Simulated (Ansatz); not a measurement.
ZnCd$_{3}$S$_{4}$ in space group P-43m (No. 215; Zn on 1a, Cd on 3c, S on 4e), DFT-PBEsol in the program Ansatz with PAW potentials, all energies at zero smearing, with the estimated change up to a 700 eV cutoff added, with one set of potentials and settings (totals compare only within such a set). Cell of 8 atoms (1 Zn, 3 Cd, 4 S): -31378.041 eV.

```tsv
element	reference phase	E (eV/atom)
Zn	P6_3/mmc, 2 atoms in the cell	-3280.9077
Cd	P6_3/mmc, 2 atoms in the cell	-8184.0667
S	Fddd, 32 atoms in the cell	-884.8920
```

Formation energy per atom, worked out: (-31378.041 − 1×(-3280.9077) − 3×(-8184.0667) − 4×(-884.8920))/8 = -0.671 eV/atom (-65 kJ per mol of atoms), at 0 K, without zero-point energy or fitted corrections.

The first step of the workflow began from a Materials Project structure, measured or hypothetical; the Crystallography Open Database copy checked does not list it. With Zn and Cd taken as one species the cell has the higher symmetry F-43m, so it may be an ordered model of a mixed-site phase. Its standing as an ambient phase is unchecked. Symmetry was held in the PBEsol relaxation; of distortions, only those at the zone centre were tested. The references are the lowest solids computed at this level, not always the standard phases.

Potentials: the later of the program's two PAW sets.
